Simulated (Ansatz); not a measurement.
GaAsPd$_{5}$ in space group P4/mmm (No. 123; Ga on 1c, As on 1b, Pd on 4i, Pd on 1a), PBE in the plane-wave PAW code Ansatz, all energies at zero smearing, with the estimated change up to a 700 eV cutoff added, with one set of potentials and settings (totals compare only within such a set). Cell of 7 atoms (1 Ga, 1 As, 5 Pd): -43507.126 eV.

| element | reference phase | E (eV/atom) |
|---|---|---|
| Ga | Cmce, 4 atoms in the cell | -3783.0259 |
| As | R-3m, 2 atoms in the cell | -4856.1443 |
| Pd | Fm-3m, 1 atoms in the cell | -6972.9107 |

Formation energy per atom, worked out: (-43507.126 − 1×(-3783.0259) − 1×(-4856.1443) − 5×(-6972.9107))/7 = -0.486 eV/atom (-47 kJ per mol of atoms), at 0 K, without zero-point energy or fitted corrections.

The workflow started from a Materials Project entry (that database holds measured and hypothetical structures alike); the Crystallography Open Database copy checked does not list it. Its standing as an ambient phase is unchecked. The PBE relaxation kept the symmetry of its start; its stability against distortions is not shown here. No spin polarisation was allowed. The references are the lowest solids computed at this level, not always the standard phases.

Potentials: the earlier of the program's two PAW sets.
